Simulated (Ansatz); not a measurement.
Ansatz (a first-principles code) input:

Ansatz 0.2 input:
```yaml
crystal:
  lattice:
    - [4.2730524925, 0.0, 0.0]
    - [-2.1365262463, 3.7005720102, 0.0]
    - [0.0, 0.0, 24.2543923519]
  atoms:
    - { symbol: Ge, position: [0.0, 0.0, 0.5] }
    - { symbol: Sb, position: [0.6666666667, 0.3333333333, 0.9181921159] }
    - { symbol: Sb, position: [0.3333333333, 0.6666666667, 0.0818078841] }
    - { symbol: Sb, position: [0.3333333333, 0.6666666667, 0.3482168638] }
    - { symbol: Sb, position: [0.6666666667, 0.3333333333, 0.6517831362] }
    - { symbol: Te, position: [0.3333333333, 0.6666666667, 0.848072109] }
    - { symbol: Te, position: [0.6666666667, 0.3333333333, 0.151927891] }
    - { symbol: Te, position: [0.0, 0.0, 0.7216574695] }
    - { symbol: Te, position: [0.0, 0.0, 0.2783425305] }
    - { symbol: Te, position: [0.6666666667, 0.3333333333, 0.4308594556] }
    - { symbol: Te, position: [0.3333333333, 0.6666666667, 0.5691405444] }
    - { symbol: Te, position: [0.0, 0.0, 0.0] }
kpoints:
  mp_grid: { grid: [8, 8, 2] }
hamiltonian:
  xc: r2scan
  dispersion: d4
  pseudopotentials: { kind: paw }
scf:
  occupations: { method: fixed }
checkpoint: { read: static.run }
output: { write_density: true, elf: true, volumetric_format: npy }
basis: { fft_grid_basis: typed }
```

Output (shortened):

```
Pseudopotential: Ge, paw, valence charge 14
Pseudopotential: Sb, paw, valence charge 15
Pseudopotential: Te, paw, valence charge 16
Functional definition: r2SCAN
Crystal: 12 atoms, lattice volume = 383.528 Å³
Basis set: ecut = 500 eV, 9743 PW (Γ), exchange–correlation on 128×128×720 points (64 copies of the dense FFT grid, shifted against one another)
Bands: 112, of which v1, the nominal top of the filled ones, is band 93 counted from 1 (92 counted from 0)
Symmetry: 12 space group operations
Space group: P-3m1 (ITA 164), of the structure as read, at distance tolerance 7.3e-5 Å
k-points: 20 of 128
Stability of the state it starts from, as read at its close in the unpolarized treatment …
iter 1 solved again at ethr=2.91e-7 eV; its pass at ethr=3.10e-3 eV (dr2=5.41e-4 eV) is discarded
SCF iter   1: F=—  HF=-79266.390820 eV  |F-HF|=—  |Δ(HF+E_count)|=         —  Δρ=7.83e-7  dr2=2.09e-9  dr2_τ=3.12e-10  ethr=2.91e-7  ⟨swp⟩=3.8  Hψ=12749  notcnv=0  defer=338
preconditioner: auto → Resta (q_TF=auto, 2.418 Å⁻¹)
SCF iter   2: F=—  HF=-79266.390879 eV  |F-HF|=—  |Δ(HF+E_count)|=   5.87e-5  Δρ=4.21e-7  dr2=6.74e-10  dr2_τ=2.93e-10  ethr=1.12e-12  ⟨swp⟩=15.9  Hψ=14842  notcnv=0
SCF iter   3: F=-79266.390879 eV  HF=-79266.390879 eV  |F-HF|=1.60e-10  |Δ(HF+E_count)|=  1.16e-10  Δρ=2.69e-7  dr2=2.51e-10  dr2_τ=4.31e-11  ethr=1.00e-12  ⟨swp⟩=1.0  Hψ=4447  notcnv=0
SCF 1 converged in 3 iterations: F = -79266.390879 eV  dr2 = 2.51e-10
SCF converged after 3 iterations
Free energy (F): -79266.390879 eV
Harris-Foulkes:  -79266.390879 eV  (|F-HF|=1.60e-10)
Internal energy: -79266.390879 eV  (E = F + TS)
E sigma→0 (E₀):  -79266.390879 eV
Fermi energy:    8.990930 eV
--- Per-component energies (eV) ---
  E_band       = -2836.371660
  E_kinetic    = 2190.532759
  E_local      = -18895.052958  (includes V_loc(G=0)·N_el)
  E_nonlocal   = -310.137721
  E_hartree    = 10213.604504
  E_xc         = -1382.348643
  E_vxc        = -1257.582234  (∫ρ·V_xc dr)
  E_paw        = -53235.090228  (= ΣΔE_a)
  E_vpaw       = -5070.683614  (= ΣTr[D̂ρ^β])
  E_aug_tail   = -0.000245  (compensation charges beyond the density's cutoff)
  E_vtau       = 79.343516  (kinetic-family band-sum trace: ∫τ·v_τ [+ j·A + Jᵃ·Aᵃ] dr)
  E_ewald      = -17848.924732
  E_disp       = -1.905986  (pairwise vdW)
  E_core_change = 2.932370  (= ΣΔE_core)
  E_smearing   =  0.000000  (= −TS)
  E_closure    = 0.000000  (closes the sum)
  Σ components = -79266.390879   (vs F -79266.390879, Δ=0.00e0)
  [band-id]    e_kinetic+e_local+e_nonlocal+2·e_hartree+e_vxc+e_vpaw+e_augmentation_tail+e_vtau = -2836.371488   (vs E_band -2836.371660, Δ=1.72e-4)
--- Band table (eV; the first three rows and the last of 20) ---
  k-point 0: bands = ["-28.9458", "-28.9458", "-28.9458", "-28.9458", "-28.9326", "-28.9326", "-28.9326", "-28.9326", "-28.9263", "-28.9263", "-28.9141", "-28.9141", "-28.9141", "-28.9141", "-28.9034", "-28.9034", "-28.9034", "-28.9034", "-28.8984", …
  k-point 1: bands = ["-28.9458", "-28.9458", "-28.9458", "-28.9458", "-28.9326", "-28.9326", "-28.9326", "-28.9326", "-28.9263", "-28.9263", "-28.9141", "-28.9141", "-28.9141", "-28.9141", "-28.9034", "-28.9034", "-28.9034", "-28.9034", "-28.8984", …
  k-point 2: bands = ["-28.9458", "-28.9458", "-28.9456", "-28.9456", "-28.9327", "-28.9327", "-28.9326", "-28.9326", "-28.9261", "-28.9261", "-28.9140", "-28.9140", "-28.9138", "-28.9138", "-28.9035", "-28.9035", "-28.9034", "-28.9034", "-28.8983", …
  k-point 19: bands = ["-28.9450", "-28.9450", "-28.9444", "-28.9444", "-28.9330", "-28.9330", "-28.9328", "-28.9328", "-28.9252", "-28.9252", "-28.9133", "-28.9133", "-28.9127", "-28.9127", "-28.9038", "-28.9038", "-28.9035", "-28.9035", "-28.8973", …
```

Cost: about 80 core-seconds (a rough figure) on shared cores.

The first step of the workflow began from a Materials Project structure, measured or hypothetical; the Crystallography Open Database copy checked does not list it. Whether it is the stable phase at ambient conditions was not checked. The r²SCAN+D4 relaxation kept the symmetry of its start; whether a distortion lowers the energy is not shown. Scalar-relativistic: spin–orbit coupling is off unless named, which matters more the heavier the elements.

Potentials: the later of the program's two PAW sets.

Ansatz is a plane-wave DFT program.
